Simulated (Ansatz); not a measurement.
A relaxed 1×1 slab of 5 planes, cut along (100) from a fcc crystal of one element, has a cell area of 7.26 Å² and a bulk spacing of 1.906 Å between its first planes. All-electron LAPW in Ansatz 0.2.0 (LDA, scalar-relativistic, no spin polarisation) gives γ = 3.50 J/m², Φ = 5.91 eV and a change of the outer spacing of -5.8 %. The fcc structure needn't be the element's own.

Which element is it?

Ir. Neighbours weren't tried against these numbers.
